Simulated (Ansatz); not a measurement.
LiCl (rock salt, Fm-3m), a = b = c = 5.064 Å, α = β = γ = 90.00°; the cell used has 2 atoms.

Relaxed with PBEsol.

Task: Give the optical modes at the zone centre with their infrared activity from DFPT, DFT-PBEsol in the program Ansatz with PAW potentials.

Result: Transverse frequencies, without the LO–TO term; a row sums one degenerate level.

```csv
ω (cm⁻¹),degeneracy,IR ((D/Å)²/amu),activity,symmetry
206,3,16.43,IR,T1u
```

Task: How high does the top mode go among those that the LO–TO term moves?

Result: 400 cm⁻¹ for q along x.

The PBEsol relaxation kept the symmetry of its start; of distortions, only those at the zone centre were tested.

Potentials: the later of the program's two PAW sets.
